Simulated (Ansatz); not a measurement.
# Two states of YbBi2ClO4

```
Cl Bi O Yb
1.0
     3.85013   -0.02429    0.01683
    -0.02429    3.88855   -0.01478
     0.03894   -0.03421    8.97584
Cl Bi O Yb
1 2 4 1
Direct
  0.01341 0.99018 0.49829
  0.50798 0.51323 0.71861
  0.48057 0.50565 0.28496
  0.50518 0.00273 0.84802
  0.00445 0.51245 0.84561
  0.51259 0.99353 0.15346
  0.00024 0.50961 0.14713
  0.98978 0.00483 0.99991
```

Level: r2SCAN, with U_eff = 3.08 eV on Yb f (all-electron-ortho-atomic projectors); 500 eV; 5×5×2 (shifted by 0, 0, 0.5 steps) mesh; fermi-dirac occupations (width 0.1 eV); Ansatz 0.2.0, fixed geometry.

State A: no moments (no spin polarisation). State B: Yb8 up (collinear spin).

Task: Compare the two self-consistent states.

Result: State B is lower by 148.7 meV an atom at zero smearing; in free energy at this smearing B lies -141.3 meV an atom from A.

| state | free energy (meV/atom) | largest moment in a small sphere (μB) | net moment (μB/cell) | gap on mesh (eV) | pressure (GPa) | largest force (eV/Å) |
| --- | --- | --- | --- | --- | --- | --- |
| A | 141.3 | 0.00 | 0.00 | metal | -3.6 | 1.83 |
| B | 0.0 | 0.96 | 1.00 | 2.08 | -4.5 | 1.87 |

Origin: a strained cell with displaced atoms, so it need not be a known compound. Caveats: an odd or shifted mesh can miss the band edges, so this level's true gap may be smaller; no spin-orbit coupling, which can shift this gap by tenths of an eV; atoms or cell far from equilibrium; odd electron count without spin polarisation, so a magnetic state may lie lower; the k mesh is coarse if the cell is a metal.
